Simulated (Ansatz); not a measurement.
Computed with Ansatz 0.2.0, DFT PBE, scalar-relativistic, plane waves, PAW. All cells share a 420 eV cutoff and Γ-centred k meshes spaced at most about 0.3 Å⁻¹ (about 0.25 or finer for metals, 2π included). No spin polarisation in the final relaxations.

These are static total energies at zero pressure.

Compare these two cells of BAs₅, each relaxed at this level.

1.

```xyz
6
Lattice="2.4488 -5.2032 0.0000 2.4488 5.2032 0.0000 0.0000 0.0000 4.6628" Properties=species:S:1:pos:R:3 pbc="T T T"
B     0.0000    0.0000    0.0000
As    2.4488    1.2430    0.0000
As    2.4488   -1.2430    0.0000
As    2.4488    0.0000    2.3314
As    2.4488   -3.9883    2.3314
As    2.4488    3.9883    2.3314
```

2.

```xyz
6
Lattice="5.2507 0.0000 0.0000 -2.6253 4.5472 0.0000 0.0000 0.0000 5.1279" Properties=species:S:1:pos:R:3 pbc="T T T"
B     0.0000    0.0000    0.0000
As    0.0000    3.0315    0.0000
As    2.6253    1.5157    0.0000
As    2.6253    0.0000    2.5639
As    1.3127    2.2736    2.5639
As   -1.3127    2.2736    2.5639
```

Question: Which is lower in energy, and by how much?

Answer: Cell 1 is lower, by 0.34 eV/atom. Cell 1 has space group Cmmm (No. 65), 19.8 Å³/atom and no gap on its mesh; cell 2 has space group P6/mmm (No. 191), 20.4 Å³/atom and no gap. Counting As atoms around B (those within 1.25 times the shortest such distance or 1.15 times the sum of covalent radii, 1.27 where that leaves under three; a plus sign parts nearer from farther groups; the shortest distance is added where it exceeds 1.18 times the sum of covalent radii), cell 1 has B 8 from 2.6 Å and cell 2 has B 6+12 from 3.0 Å. Cell 1 holds As–As pairs (shortest 2.43 Å); in cell 2 the shortest As–As distance is 2.63 Å, near bonding range too. Even the lower one lies +0.78 eV/atom against the reference forms of the elements (uncorrected), so neither is stable at this level. Both come from invented guesses.

Weakly bound directions are ill-defined at this level, which has no dispersion term (Cmmm), and this can change margins and order among such cells. Cells relaxed within their symmetry can be saddle points.
